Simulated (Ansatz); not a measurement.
# Perovskite alloy of SrTiO3 and SrZrO3 (6 of 8 Ti sites exchanged), 40 atoms

Computed with Ansatz, DFT, PBEsol, PAW, plane waves.

Command:

```sh
ansatz run in.yaml --threads 2 --pin off --max-ram 20900MiB --runs-dir r --events-out ev --progress --plain --backend cuda --devices 0, --max-vram 18GiB
```

The input less its lattice and atoms:

```yaml
crystal:
  symmetry: { detect: false }
kpoints:
  mp_grid: { grid: [1, 1, 1], shift: [0.25, 0.25, 0.25] }
hamiltonian:
  xc: pbesol
scf:
  occupations: { method: fermi_dirac, width: 0.01 }
relax:
  f_tol: 0.03
  max_steps: 80
  escape_saddle: false
  adjacent_minimum: "off"
  cell: { fix: [shape] }
output:
  forces: true
  eigenvalues: true
  populations: true
```

Start:

```
Sr Zr Ti O
1.0
     8.14071    0.00000    0.00000
     0.00000    8.14071    0.00000
     0.00000    0.00000    8.14071
Sr Zr Ti O
8 6 2 24
Direct
  0.00498 0.00087 0.99423
  0.00091 0.00019 0.49953
  0.99456 0.50384 0.99931
  0.99480 0.50373 0.50213
  0.49722 0.99997 0.00029
  0.50287 0.99686 0.49915
  0.49991 0.49931 0.00127
  0.49658 0.50537 0.49918
  0.24437 0.24734 0.25295
  0.24734 0.24991 0.74929
  0.25139 0.75212 0.75183
  0.75150 0.24817 0.74839
  0.74916 0.75058 0.25127
  0.74818 0.74600 0.74972
  0.24782 0.74974 0.25041
  0.75209 0.24860 0.25390
  0.24535 0.25150 0.99965
  0.24992 0.24600 0.50265
  0.24997 0.75243 0.99687
  0.25083 0.75040 0.49998
  0.74601 0.24522 0.00239
  0.74853 0.25285 0.50354
  0.75109 0.74971 0.00057
  0.75442 0.74827 0.49813
  0.99898 0.25230 0.24315
  0.99936 0.25027 0.75177
  0.00058 0.75209 0.25128
  0.00060 0.74932 0.74975
  0.50545 0.24944 0.24981
  0.50342 0.24852 0.74595
  0.49999 0.74395 0.25532
  0.49880 0.75166 0.74819
  0.25415 0.99835 0.25004
  0.25312 0.99997 0.75157
  0.25202 0.49833 0.24821
  0.24862 0.49716 0.75048
  0.75345 0.99757 0.25096
  0.75023 0.00154 0.75101
  0.74956 0.50073 0.25274
  0.75084 0.49811 0.74808
```

Steps:

| step | energy less the first (eV) | largest force component (eV/Å) | pressure (GPa) |
| --- | --- | --- | --- |
| start | 0.000 | 2.907 | 1.17 |
| 1 | -0.816 | 0.860 | -0.77 |
| 2 | -1.271 | 0.548 | 0.46 |
| 3 | -1.849 | 0.302 | -0.29 |
| 4 | -2.312 | 0.383 | -1.10 |
| 5 | -2.686 | 0.212 | 0.15 |
| 6 | -2.854 | 0.081 | -0.12 |
| 7 | -2.863 | 0.011 | 0.02 |
| 8 | -2.829 | 0.011 | -0.11 |
| 9 | -2.831 | 0.001 | 0.00 |
| 10 | -2.831 | 0.001 | 0.00 |

A structure on the way, about -2.69 eV from the start:

```
Sr Zr Ti O
1.0
     8.08590    0.00000    0.00000
     0.00000    8.08590    0.00000
     0.00000    0.00000    8.08590
Sr Zr Ti O
8 6 2 24
Direct
  0.98870 0.99955 0.01488
  0.98291 0.99967 0.49652
  0.01243 0.49839 0.00045
  0.00783 0.50013 0.48200
  0.49277 0.00002 0.01813
  0.48473 0.99986 0.50348
  0.51591 0.49771 0.00748
  0.49878 0.49926 0.48782
  0.24815 0.24847 0.24910
  0.24984 0.24943 0.75024
  0.25003 0.74990 0.75306
  0.74927 0.25051 0.74953
  0.74834 0.74928 0.25165
  0.74953 0.74968 0.75003
  0.24776 0.75001 0.25167
  0.74903 0.24930 0.25112
  0.28588 0.28944 0.00057
  0.21503 0.20786 0.49846
  0.28330 0.71291 0.00784
  0.21634 0.78540 0.48993
  0.71359 0.21680 0.00878
  0.78707 0.28163 0.49058
  0.70966 0.78629 0.00134
  0.79397 0.71644 0.49936
  0.99293 0.25729 0.21604
  0.00101 0.22155 0.79287
  0.00826 0.74083 0.21528
  0.00131 0.78167 0.79346
  0.50767 0.24216 0.28297
  0.50086 0.28055 0.70738
  0.49286 0.75703 0.28582
  0.50082 0.72128 0.70679
  0.24559 0.99157 0.21199
  0.29517 0.99988 0.78106
  0.25368 0.50626 0.28525
  0.21374 0.49994 0.71175
  0.76245 0.00705 0.28018
  0.72707 0.00052 0.70270
  0.74107 0.49235 0.21949
  0.77370 0.50043 0.79786
```

End:

```xyz
40
Lattice="8.0794 0.0000 0.0000 0.0000 8.0794 0.0000 0.0000 0.0000 8.0794" Properties=species:S:1:pos:R:3 pbc="T T T"
Sr    7.9597    0.0087    0.1549
Sr    7.9840    8.0777    4.1149
Sr    0.1358    4.0429    0.0165
Sr    0.0614    4.0423    3.8742
Sr    3.9777    8.0720    0.1675
Sr    3.9033    8.0714    4.0255
Sr    4.1348    4.0366    8.0064
Sr    4.1591    4.0264    3.8868
Zr    2.0195    2.0175    2.0209
Zr    2.0197    2.0175    6.0606
Zr    2.0196    6.0571    6.0608
Zr    6.0594    2.0175    6.0605
Zr    6.0595    6.0572    2.0208
Zr    6.0594    6.0572    6.0606
Ti    2.0197    6.0573    2.0211
Ti    6.0592    2.0173    2.0209
O     2.2736    2.3234    0.0090
O     1.7660    1.7113    4.0328
O     2.2422    5.7883    0.0717
O     1.7969    6.3260    3.9697
O     5.8181    1.7379    0.0746
O     6.3007    2.2972    3.9672
O     5.7962    6.3743    0.0101
O     6.3226    5.7404    4.0316
O     8.0212    2.1786    1.7814
O     8.0764    1.6060    6.3054
O     0.0597    5.8984    1.7871
O     0.0015    6.4741    6.3037
O     4.0977    1.8565    2.2605
O     4.0425    2.4291    5.8158
O     3.9795    6.2160    2.2545
O     4.0378    5.6406    5.8170
O     1.9077    8.0168    1.7339
O     2.4835    8.0754    6.2611
O     2.1315    4.0975    2.3077
O     1.5559    4.0389    5.8599
O     6.2460    0.0580    2.2611
O     5.7395    8.0788    5.6837
O     5.8729    3.9771    1.7806
O     6.3794    4.0358    6.4374
```

The run converged.

Time: 47 s of wall time on one NVIDIA H100 with 2 processor threads, on a host shared with other runs; peak host memory 1.4 GiB.

Q: How much energy did the relaxation gain, and which atom moved most?

A: 2.83 eV in 10 steps, from a start with small random displacements (the gain also holds any tilting of the ideal host); atom 40 (O) moved 0.50 Å, the median atom 0.30 Å (drift of the whole cell removed).
